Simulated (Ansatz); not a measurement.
V₃Si (A15 (Cr3Si type), space group No. 223) under volume change, the program Ansatz at the PBE level (PAW), scaled uniformly.

```json
[
 {"V (Å³/atom)": "11.820", "E − E(relaxed) (meV/atom)": "?", "P (GPa)": "?"},
 {"V (Å³/atom)": "12.210", "E − E(relaxed) (meV/atom)": "30.9", "P (GPa)": "13.31"},
 {"V (Å³/atom)": "12.599", "E − E(relaxed) (meV/atom)": "7.4", "P (GPa)": "6.21"},
 {"V (Å³/atom)": "12.989", "E − E(relaxed) (meV/atom)": "0.0", "P (GPa)": "0.00"},
 {"V (Å³/atom)": "13.379", "E − E(relaxed) (meV/atom)": "6.7", "P (GPa)": "-5.36"},
 {"V (Å³/atom)": "13.768", "E − E(relaxed) (meV/atom)": "25.5", "P (GPa)": "-9.97"},
 {"V (Å³/atom)": "14.158", "E − E(relaxed) (meV/atom)": "?", "P (GPa)": "?"}
]
```

What belongs in the gaps?


- 14.158, E − E(relaxed) (meV/atom): 54.7
- 14.158, P (GPa): -13.93
- 11.820, E − E(relaxed) (meV/atom): 73.2
- 11.820, P (GPa): 21.70

What does a third-order Birch–Murnaghan fit give for V₀, B₀ and B′?

V₀ = 12.99 Å³/atom, B₀ = 191 GPa, B′ = 3.9.

Space group Pm-3n (A15 (Cr3Si type)). The PBE relaxation kept the symmetry of its start. The final state is ferromagnetic, the only order run, not a proven ground state.

Potentials: the later of the program's two PAW sets.
